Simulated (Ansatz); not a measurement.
Ga2O3:
```yaml
crystal:
  lattice:
    - [6.12699, 1.51944, 0.00000]
    - [-6.12699, 1.51944, 0.00000]
    - [-1.38603, 0.00000, 5.64109]
  atoms:
    - { symbol: Ga, position: [0.34130, 0.65870, 0.68544] }
    - { symbol: Ga, position: [0.65870, 0.34130, 0.31456] }
    - { symbol: Ga, position: [0.90942, 0.09058, 0.20509] }
    - { symbol: Ga, position: [0.09058, 0.90942, 0.79491] }
    - { symbol: O, position: [0.50374, 0.49626, 0.74384] }
    - { symbol: O, position: [0.49626, 0.50374, 0.25616] }
    - { symbol: O, position: [0.82668, 0.17332, 0.43651] }
    - { symbol: O, position: [0.17332, 0.82668, 0.56349] }
    - { symbol: O, position: [0.16426, 0.83574, 0.10921] }
    - { symbol: O, position: [0.83574, 0.16426, 0.89079] }
```

Relaxed with r²SCAN. Special points in fractions of this cell's reciprocal vectors: Γ (0.000, 0.000, 0.000); C (0.266, 0.266, 0.000); C2 (-0.266, 0.734, 0.000); Y2 (-0.500, 0.500, 0.000); M2 (-0.500, 0.500, 0.500); D (-0.258, 0.742, 0.500); D2 (0.258, 0.258, 0.500); A (0.000, 0.000, 0.500); L2 (0.000, 0.500, 0.500); V2 (0.000, 0.500, 0.000).

Task: List the band energies nearest the valence-band maximum at these points for plane-wave PAW r²SCAN (Ansatz code).

Result: In eV from the valence-band maximum; about four levels below and three above (degenerate sets whole), none deeper than 8.9 eV; points with the same levels are listed once.

```json
[
 {"k": "Γ", "below": "-0.68 -0.68 -0.49 -0.28 -0.03", "above": "3.02 6.40 7.45"},
 {"k": "C", "below": "-0.85 -0.76 -0.49 -0.15", "above": "6.49 7.24 7.70"},
 {"k": "Y2", "below": "-0.68 -0.66 -0.42 -0.17", "above": "5.18 5.44 6.55"},
 {"k": "M2", "below": "-0.63 -0.60 -0.60 -0.01", "above": "5.86 5.98 6.95"},
 {"k": "D", "below": "-1.16 -0.91 -0.88 -0.65", "above": "7.68 7.77 8.42"},
 {"k": "A", "below": "-0.66 -0.64 -0.48 -0.31", "above": "5.41 5.54 7.49"},
 {"k": "L2", "below": "-1.13 -1.07 -0.75 -0.68", "above": "7.65 7.70 8.62"},
 {"k": "V2", "below": "-0.76 -0.73 -0.46 -0.16", "above": "6.36 7.31 8.02"}
]
```

Space group C2/m. Symmetry was held in the r²SCAN relaxation. Spin–orbit coupling is left out wherever it is not named.

Potentials: the later of the program's two PAW sets.
